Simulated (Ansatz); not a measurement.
## From the elastic tensor of TiRe at 6 GPa (stress–strain coefficients) to moduli and sound speeds

These are results of DFT LDA, scalar-relativistic, plane waves, PAW in Ansatz, not measurements. Settings: 420 eV plane-wave cutoff, Γ-centred 14×14×14 mesh, Fermi-Dirac smearing of 0.15 eV. No spin polarisation.

It takes space group Pm-3m (No. 221, cubic). The conventional cell has a = 3.039 Å, b = 3.039 Å, c = 3.039 Å, α = 90.00°, β = 90.00°, γ = 90.00°. Around Ti (site symmetry m-3m) lie 8 Re at 2.63 Å. Re (site symmetry m-3m) is surrounded by 8 Ti at 2.63 Å.

In a metal, frequencies and elastic constants depend on the k mesh and the smearing, soft modes and shear constants most. Spin–orbit coupling is left out, which can shift energies with elements as heavy as these. Other phases may be more stable at this pressure.

Relaxed-ion constants (GPa, on the Cartesian axes of the calculation):
C11 = 435.8, C12 = 202.7, C13 = 202.7, C22 = 435.8, C23 = 202.7, C33 = 435.8, C44 = 86.5, C55 = 86.5, C66 = 86.5 GPa; the others vanish.

Density 13.853 g/cm³; 2 atoms in 28.06 Å³.

The values that follow are for a polycrystal of randomly turned grains, by Hill's mean where one number stands.

With S = C⁻¹: B_V = (C11+C22+C33+2(C12+C13+C23))/9, G_V = (C11+C22+C33−C12−C13−C23+3(C44+C55+C66))/15, 1/B_R = S11+S22+S33+2(S12+S13+S23), 15/G_R = 4(S11+S22+S33−S12−S13−S23)+3(S44+S55+S66); Hill is their mean. Then v_l = √((B+4G/3)/ρ), v_t = √(G/ρ), v_m = [(2/v_t³+1/v_l³)/3]^(−1/3) and Θ = (ħ/k_B)·v_m·(6π²n/V)^(1/3) for n atoms in the volume V; E = 9BG/(3B+G), ν = (3B−2G)/(2(3B+G)) and A^U = 5G_V/G_R + B_V/B_R − 6.

- Bulk modulus, Voigt / Reuss / Hill: 280.4 / 280.4 / 280.4 GPa
- Shear modulus, Voigt / Reuss / Hill: 98.5 / 96.5 / 97.5 GPa
- Young's modulus: 262 GPa
- Poisson ratio: 0.344
- Pugh ratio B/G: 2.88
- Universal anisotropy index: 0.11
- Longitudinal and transverse sound speeds: 5443 and 2653 m/s
- Debye temperature from the mean sound speed: 368 K

Cost: 1 run of about 1.1 core-minutes, on Arm Neoverse V2 (shared hosts).